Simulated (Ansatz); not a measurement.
# Ca2CuO3: pressure against volume

Ca2CuO3, Immm, a = 3.233 Å, b = 3.778 Å, c = 11.995 Å. The structure is a COD entry; whether it is the stable form wasn't checked. Ansatz: PBEsol, PAW, 420 eV, Γ-centred 14×14×14 mesh on 6 atoms, Gaussian smearing 0.10 eV; no spin polarisation. Shape and atoms are relaxed at each volume; pressure is positive in compression.

| V (Å³/atom) | P (GPa) |
| --- | --- |
| 11.478 | ? |
| 11.844 | 3.81 |
| 12.211 | -0.01 |
| 12.577 | -3.27 |
| 12.943 | -6.05 |

Q: Take V0 = 12.211 Å³/atom, count pressures from its P0 = -0.01 GPa, fit the third-order Birch–Murnaghan form to the other rows, and predict the missing pressure.

A: With the Eulerian strain f = ½[(V0/V)^(2/3) − 1] and y = (P − P0)/[3f(1 + 2f)^(5/2)], the form is the line y = B0 + 1.5 B0 (B0′ − 4) f. Rows (f, y): 0.01028, 117.7; -0.00975, 117.1; -0.01903, 116.6. Means f = -0.006167, y = 117.13; Σ(Δf)² = 0.0004488, ΣΔfΔy = 0.01630; the slope is their ratio. y = 117.4 + 36.32 f GPa, so B0 = 117.4 GPa and B0′ = 4 + 2 × (36.32)/(3 × 117.4) = 4.21. At V = 11.478, f = 0.02107, y = 118.17 and P = 8.27 GPa. The run gave 8.27 GPa, the same to the digits shown. The form still works here, 33 % of the fitted range beyond its end.

Spin polarisation was left out, and a magnetic state may lie lower.

Cost: 5 runs of about 18 core-minutes in all, on Intel Xeon 6975P-C (Granite Rapids) (shared hosts).